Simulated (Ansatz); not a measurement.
Input file for Ansatz (an electronic-structure program):

Ansatz 0.2 input:
```yaml
crystal:
  lattice:
    - [0.0, 2.978015595, 2.978015595]
    - [2.978015595, 0.0, 2.978015595]
    - [2.978015595, 2.978015595, 0.0]
  atoms:
    - { symbol: Al, position: [0.25, 0.25, 0.25] }
    - { symbol: Al, position: [0.75, 0.75, 0.75] }
    - { symbol: Au, position: [0.0, 0.0, 0.0] }
kpoints:
  mp_grid: { grid: [25, 25, 25] }
hamiltonian:
  xc: lda
  pseudopotentials: { kind: paw }
scf:
  occupations: { method: fermi_dirac, width: 0.1 }
elastic: { mode: relaxed_ion, stencil: two_point, amplitude: 0.005, f_tol: 0.0005 }
```

Output (shortened):

```
Pseudopotentials: kind: paw
Pseudopotential: Al, paw, valence charge 3
Pseudopotential: Au, paw, valence charge 19
Functional definition: SPW92
Crystal: 3 atoms, lattice volume = 52.822 Å³
Basis set: ecut = 420 eV, 1037 PW (Γ)
Bands: 17, of which v1, the nominal top of the filled ones, is band 13 counted from 1 (12 counted from 0)
Symmetry: 48 space group operations
Space group: Fm-3m (ITA 225), of the structure as read, at distance tolerance 3.8e-5 Å
k-points: 455 of 15625
PAW frozen core: Al, regenerated for the run's functional, and the local potential with it
PAW frozen core: Au, regenerated for the run's functional, and the local potential with it
Initial wavefunctions: pseudopotential atomic-orbital guess
Eigensolver: davidson
Functional: x = slater, c = lda
all-band conjugate gradients solve this SCF's bands
SCF 1 converged in 10 iterations: F = -13892.221914 eV  dr2 = 1.26e-14
density extrapolation: transplant  |δρ|_rms = 5.438e-2 e/Å³  SAD shift = 6.040e-3 e/Å³
Crystal: 3 atoms, lattice volume = 52.557 Å³
Basis set: ecut = 420 eV, 973 PW (Γ)
Symmetry: 16 space group operations
k-points: 1183 of 15625
Initial density: handed on by an earlier stage of this run
Initial wavefunctions: those handed on with the density
SCF 2 converged in 9 iterations: F = -13892.221212 eV  dr2 = 2.46e-14
density extrapolation: first-order (α = -2.000)  |δρ|_rms = 5.438e-2 e/Å³  SAD shift = 5.995e-3 e/Å³
Crystal: 3 atoms, lattice volume = 53.086 Å³
Basis set: ecut = 420 eV, 1039 PW (Γ)
SCF 3 converged in 7 iterations: F = -13892.221291 eV  dr2 = 4.71e-14
Crystal: 3 atoms, lattice volume = 52.821 Å³
Basis set: ecut = 420 eV, 1001 PW (Γ)
Symmetry: 8 space group operations
k-points: 2197 of 15625
Initial wavefunctions: pseudopotential atomic-orbital guess (no wavefunctions were taken with the density)
SCF 4 converged in 10 iterations: F = -13892.221536 eV  dr2 = 8.85e-15
relax step   1: F+E_penalty+E_count = -13892.22153579 eV  Δ(F+E_penalty+E_count) = +0.000e0 eV  max|allowed force component| = 3.321e-2 eV/Å  Δτ_max = 0.0000 Å  (10 SCF iters, accepted)
density extrapolation: transplant  |δρ|_rms = 5.438e-2 e/Å³  SAD shift = 3.655e-4 e/Å³
Crystal: 3 atoms, lattice volume = 52.821 Å³
SCF 5 converged in 8 iterations: F = -13892.221686 eV  dr2 = 7.95e-15
relax step   2: F+E_penalty+E_count = -13892.22168572 eV  Δ(F+E_penalty+E_count) = -1.499e-4 eV  max|allowed force component| = 5.982e-3 eV/Å  Δτ_max = 0.0038 Å  (8 SCF iters, accepted)
density extrapolation: transplant  |δρ|_rms = 5.438e-2 e/Å³  SAD shift = 8.029e-5 e/Å³
Crystal: 3 atoms, lattice volume = 52.821 Å³
SCF 6 converged in 7 iterations: F = -13892.221691 eV  dr2 = 4.86e-14
relax step   3: F+E_penalty+E_count = -13892.22169075 eV  Δ(F+E_penalty+E_count) = -5.026e-6 eV  max|allowed force component| = 1.062e-6 eV/Å  Δτ_max = 0.0008 Å  (7 SCF iters, accepted)
Crystal: 3 atoms, lattice volume = 52.821 Å³
SCF 7 converged in 2 iterations: F = -13892.221691 eV  dr2 = 2.07e-14
Crystal: 3 atoms, lattice volume = 52.821 Å³
SCF 8 converged in 10 iterations: F = -13892.221536 eV  dr2 = 9.05e-15
relax step   1: F+E_penalty+E_count = -13892.22153578 eV  Δ(F+E_penalty+E_count) = +0.000e0 eV  max|allowed force component| = 3.321e-2 eV/Å  Δτ_max = 0.0000 Å  (10 SCF iters, accepted)
density extrapolation: transplant  |δρ|_rms = 5.438e-2 e/Å³  SAD shift = 4.457e-4 e/Å³
Crystal: 3 atoms, lattice volume = 52.821 Å³
SCF 9 converged in 8 iterations: F = -13892.221691 eV  dr2 = 1.19e-14
relax step   2: F+E_penalty+E_count = -13892.22169073 eV  Δ(F+E_penalty+E_count) = -1.550e-4 eV  max|allowed force component| = 4.803e-6 eV/Å  Δτ_max = 0.0047 Å  (8 SCF iters, accepted)
Crystal: 3 atoms, lattice volume = 52.821 Å³
SCF 10 converged in 2 iterations: F = -13892.221691 eV  dr2 = 4.91e-15
SCF converged after 10 iterations
Free energy (F): -13892.221914 eV
Harris-Foulkes:  -13892.221914 eV  (|F-HF|=1.82e-12)
Internal energy: -13892.192477 eV  (E = F + TS)
E sigma→0 (E₀):  -13892.207196 eV
Entropy (-TS):   -0.029436 eV (-9.812 meV/atom)
Fermi energy:    11.356878 eV
--- Per-component energies (eV) ---
  E_band       = -375.178240
  E_kinetic    = 652.314791
  E_local      = -2947.050349  (includes V_loc(G=0)·N_el)
  E_nonlocal   = 96.825596
  E_hartree    = 1265.579883
  E_xc         = -308.142218
  E_vxc        = -337.278802  (∫ρ·V_xc dr)
  E_paw        = -10307.083296  (= ΣΔE_a)
  E_vpaw       = -371.150539  (= ΣTr[D̂ρ^β])
  E_aug_tail   = 0.001302  (compensation charges beyond the density's cutoff)
  E_ewald      = -2345.272337
  E_core_change = 0.634151  (= ΣΔE_core)
  E_smearing   = -0.029436  (= −TS)
  E_closure    = 0.000000  (closes the sum)
  Σ components = -13892.221914   (vs F -13892.221914, Δ=0.00e0)
--- Forces (eV/Å), atoms counted from 1 ---
  atom   1  Al     0.00000000     0.00000000     0.00000000
  atom   2  Al     0.00000000     0.00000000     0.00000000
  atom   3  Au     0.00000000     0.00000000     0.00000000
  max |Σ_I F_I| component: 1.85e-17 eV/Å
--- Stress (GPa, compression-positive) ---
        0.019831       0.000000       0.000000
        0.000000       0.019831       0.000000
        0.000000       0.000000       0.019831
  P = ⅓ Tr σ = 0.0198 GPa (0.198 kbar)
  The stress holds the Pulay correction. Without it, at fixed plane waves, as pw.x and ABINIT print it: P = -0.0277 GPa
  The stress includes an estimate of the error left by incomplete SCF convergence (largest component  0.0000 GPa; it does not cover the PAW one-centre terms).
--- Band table (eV; the first three rows and the last of 455) ---
  k-point 0: bands = ["-96.0546", "-47.3355", "-47.3355", "-47.3355", "0.6216", "4.6144", "4.6144", "4.6144", "5.6029", "5.6029", "13.6071", "14.2775", "14.2775", "14.2775", "15.3667", "15.3667", "15.3667"]
  k-point 1: bands = ["-96.0546", "-47.3355", "-47.3355", "-47.3355", "0.6431", "4.6071", "4.6201", "4.6201", "5.6015", "5.6015", "13.5191", "13.9051", "14.1725", "14.1725", "15.4820", "15.4820", "15.7480"]
  k-point 2: bands = ["-96.0546", "-47.3356", "-47.3355", "-47.3355", "0.7071", "4.5859", "4.6365", "4.6365", "5.5979", "5.5979", "12.8663", "13.7839", "13.9342", "13.9342", "15.7433", "15.7433", "16.2700"]
  k-point 454: bands = ["-96.0546", "-47.3363", "-47.3363", "-47.3359", "4.1536", "4.1710", "4.8701", "5.0235", "5.4410", "6.0326", "7.1814", "7.3765", "9.1567", "15.3769", "15.6465", "16.4239", "16.9030"]
  band table: 17 of 17 bands, residual norms ≤ 1.0e-3 eV
--- Elastic constants: 2 strain directions × 2 members + reference (group order 48) ---
  dense FFT box of the reference and of every strained cell: 30×30×30
  strains applied: 11, 23; error gains: componentwise 1.00 (the most a stress slope's error grows in a printed constant), spectral 1.73 (1 for all six strains …
  C = ∂σ_k/∂η_j (tension-positive GPa; Voigt order 11 22 33 23 13 12):
       161.664    101.433    101.433      0.000      0.000      0.000
       101.433    161.664    101.433      0.000      0.000      0.000
       101.433    101.433    161.664      0.000      0.000      0.000
         0.000      0.000      0.000     54.392      0.000      0.000
         0.000      0.000      0.000      0.000     54.392      0.000
         0.000      0.000      0.000      0.000      0.000     54.392
  reference stress σ⁰ (GPa):     -0.020     -0.020     -0.020      0.000      0.000      0.000
  moduli (Voigt/Reuss/Hill, GPa): K = 121.51/121.51/121.51   G = 44.68/41.13/42.91   E = 115.16   ν = 0.342
  mechanically stable: yes (min eigenvalue of sym C = 54.39 GPa)
  strain η (Voigt 11):  stress-route row diagonal C_11 = 161.66 GPa, energy-path curvature d²(F+E_count+ΔE)/dδ²/Ω₀ = 161.59 GPa
         δ    σ_11 (GPa)             F (eV)   n_scf  n_hpsi   n_pw
    -5.000e-3      -0.8408      -13892.2212123       9  421691   1040   relax 0 steps, max|allowed force component| 5.55e-17 eV/Å
     5.000e-3       0.7759      -13892.2212907       7  331583   1050   relax 0 steps, max|allowed force component| 5.55e-17 eV/Å
  strain η (Voigt 23):  stress-route row diagonal C_44 = 54.39 GPa, energy-path curvature d²(F+E_count+ΔE)/dδ²/Ω₀ = 54.35 GPa
         δ    σ_23 (GPa)             F (eV)   n_scf  n_hpsi   n_pw
    -5.000e-3      -0.2720      -13892.2216907       2  341615   1046   relax 3 steps, max|allowed force component| 1.06e-6 eV/Å
     5.000e-3       0.2720      -13892.2216907       2  342579   1046   relax 2 steps, max|allowed force component| 4.80e-6 eV/Å
```

Cost: around 10 core-minutes (rough) on shared cores.

Symmetry was held in the LDA relaxation; of distortions, only those at the zone centre were tested. As this level gives no gap, shear constants depend on the k-mesh and smearing (Fermi–Dirac, 0.1 eV here). Spin–orbit coupling is left out wherever it is not named.

Potentials: the later of the program's two PAW sets.

Ansatz is a plane-wave DFT program.
